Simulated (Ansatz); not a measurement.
A trial cell of Ga4SbAs, before relaxation:

```cif
data_structure
_symmetry_space_group_name_H-M 'P 1'
_symmetry_Int_Tables_number 1
_cell_length_a 5.5356
_cell_length_b 5.5356
_cell_length_c 5.5356
_cell_angle_alpha 60.000
_cell_angle_beta 60.000
_cell_angle_gamma 60.000
_cell_volume 119.94
loop_
_atom_site_label
_atom_site_type_symbol
_atom_site_fract_x
_atom_site_fract_y
_atom_site_fract_z
_atom_site_occupancy
Ga1 Ga 0.12261 0.62580 0.62580 1
Ga2 Ga 0.62580 0.12261 0.62580 1
Ga3 Ga 0.62580 0.62580 0.12261 1
Ga4 Ga 0.62580 0.62580 0.62580 1
Sb1 Sb 0.25000 0.25000 0.25000 1
As1 As 0.00000 0.00000 0.00000 1
```

Level of theory: Ansatz 0.2.0, DFT PBE, scalar-relativistic, plane waves, PAW. Cutoff 420 eV, Gaussian smearing, Γ-centred meshes. Cell and atoms relax on a converged mesh. In metals the finer mesh still leaves noise of several meV/atom or more. The steps can't lower the symmetry of their start. No spin polarisation.

A guess keeps its type if space group and coordination stay and the shape of the cell changes little (axis ratios within about 15 %, angles within 6°); the volume may change.

Task: Will the relaxed cell still be of the starting type?

Result: It keeps its type. The symmetry stays F-43m (No. 216). The volume per atom grows by 5.1 %, from 20.0 to 21.0 Å³. The shortest distance goes from 2.75 Å (Ga–Ga) to 2.80 Å (Ga–Ga). Counting neighbours within 15 % of an atom's shortest distance, the start has As 16, Ga 6, Sb 16 and the end As 16, Ga 6, Sb 16.

The last run used an 8×8×8 mesh for its 6-atom cell and Gaussian smearing of 0.10 eV. These runs have no spin–orbit coupling, which can matter for Sb. Symmetry constrained the relaxation, so the result can be a saddle point.
